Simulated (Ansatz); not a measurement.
The relaxed structure here is a generated cell of Rh: the first start was made by a random draw of sites in a space group, and the end was not matched to a known phase here, so it may be hypothetical. Known forms of Rh include space group No. 225.

A relaxed structure of Rh. Space group P6/mmm (No. 191). All values below come from PBE (plane waves to 420 eV, PAW, scalar-relativistic; Ansatz, a first-principles code).

```xyz
3
Lattice="4.3378 0.0000 0.0000 -2.1689 3.7567 0.0000 0.0000 0.0000 2.6588" Properties=species:S:1:pos:R:3 pbc="T T T"
Rh     0.0000     2.5045     1.3294
Rh     2.1689     1.2522     1.3294
Rh     0.0000     0.0000     0.0000
```

```json
{
  "volume_per_atom": "14.44 Å³",
  "band_gap": "no gap (metallic)",
  "shortest_distances": "Rh–Rh 2.50 Å",
  "k-mesh": "12×12×17"
}
```

No spin polarisation in the result.

The run could not lose the symmetry of its start: the end is stationary, and may be a saddle point rather than a minimum.

All atoms sit on sites fixed by symmetry, so only the cell could relax.
